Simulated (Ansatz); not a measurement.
CuCl:
```xyz
2
Lattice="0.0000 2.6450 2.6450 2.6450 0.0000 2.6450 2.6450 2.6450 0.0000" Properties=species:S:1:pos:R:3 pbc="T T T"
Cu     0.0000     0.0000     0.0000
Cl     3.9674     3.9674     3.9674
```

Relaxed with PBEsol. Special points in fractions of this cell's reciprocal vectors: Γ (0.000, 0.000, 0.000); X (0.500, 0.000, 0.500); U (0.625, 0.250, 0.625); K (0.375, 0.375, 0.750); L (0.500, 0.500, 0.500); W (0.500, 0.250, 0.750).

Task: List the band energies nearest the valence-band maximum at these points for PBEsol in the plane-wave PAW code Ansatz.

Result: In eV from the valence-band maximum; about four levels below and three above (degenerate sets whole), none deeper than 8.9 eV; … stands for higher levels left out; points with the same levels are listed once.

```tsv
k	below	above
Γ	-1.76 -1.76 0.00 0.00 0.00	0.55 …
X	-1.63 -1.54 -1.31 -1.31	3.24 4.48 9.01
U	-1.68 -1.59 -1.22 -1.05	4.09 5.27 8.12
L	-1.68 -1.68 -1.61 -0.67 -0.67	2.90 6.97 …
W	-1.86 -1.55 -1.32 -0.94	4.96 5.50 7.46
```

Space group F-43m (zinc blende). Symmetry was held in the PBEsol relaxation. No spin polarisation was allowed.

Potentials: the earlier of the program's two PAW sets. The files were generated under PBE; for other functionals the program regenerates the frozen cores, and for LDA and PBEsol the local potential too.
